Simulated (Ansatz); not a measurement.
# Computed energy against volume: MgSe (rock salt)

MgSe (rock salt)

```
CELL_PARAMETERS angstrom
      0.00000     2.72489     2.72489
      2.72489     0.00000     2.72489
      2.72489     2.72489     0.00000
ATOMIC_POSITIONS crystal
  Se 0.00000 0.00000 0.00000
  Mg 0.50000 0.50000 0.50000
```

This relaxed cell (volume V₀) is scaled evenly in all directions, its shape held. Symmetry pins the atoms to their sites.

Calculation: PBEsol (plane waves to 420 eV, PAW, scalar-relativistic; Ansatz, a program for electronic structure). k mesh 10×10×10 (Γ-centred), Fermi-Dirac smearing 0.05 eV. The energy includes the smearing's −TS. Compression counts positive. MgSe was relaxed with its symmetry unable to fall. The zero of ΔE is the relaxed starting cell.

```tsv
a (Å)	ΔE (kJ/mol of atoms)	P (GPa)
5.2617	4.71	8.46
5.2940	3.17	6.73
5.3259	1.97	5.14
5.3574	1.07	3.68
5.3885	0.46	2.35
5.4193	0.11	1.12
5.4498	0.00	-0.01
5.4799	0.11	-1.04
5.5097	0.42	-1.99
5.5391	0.91	-2.86
5.5683	1.57	-3.66
5.5971	2.39	-4.40
5.6257	3.36	-5.08
```

Key numbers:

* **Pressure at the smallest volume**: 8.46 GPa
* **Energy cost of the largest compression**: 48.8 meV/atom
* **Energy cost of the largest expansion**: 34.8 meV/atom
* **Bulk modulus B₀ (third-order Birch-Murnaghan fit)**: 64.7 GPa
* **Pressure derivative B₀′ (fit)**: 4.1
* **Equilibrium volume of the fit**: 20.23 Å³/atom
* **Pressure for 5 % compression (fit)**: 3.7 GPa

(A scan under strain: stresses follow from slopes of the energy per volume, elastic moduli from its curvatures.)
